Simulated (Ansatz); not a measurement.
Data:

TiC:
```
CELL_PARAMETERS angstrom
      2.68211     0.00000     0.00000
      0.00000     2.68211     0.00000
      0.00000     0.00000     2.68211
ATOMIC_POSITIONS crystal
  Ti 0.00000 0.00000 0.00000
  C  0.50000 0.50000 0.50000
```

This is the PBEsol-relaxed structure.

**Question.** All from the program Ansatz at the PBEsol level (PAW), unless another level is named. Estimate the highest zone-centre frequency.

**Answer.** 264 cm⁻¹.

**Question.** Next, the bulk modulus (Birch–Murnaghan fit)?

**Answer.** 236 GPa.

Space group Pm-3m (CsCl type). A made-up cell: these elements were put on the sites of a structure type; neither database checked (COD, Materials Project) lists it. It is not the phase usual at ambient conditions (space group No. 225). The cell was relaxed with PBEsol under the symmetry of its start. At this level the phase is mechanically unstable. No spin polarisation was allowed. As this level gives no gap, phonon frequencies hold no LO–TO term and depend on the k-mesh and smearing (Fermi–Dirac, 0.1 eV here).

Potentials: the later of the program's two PAW sets.
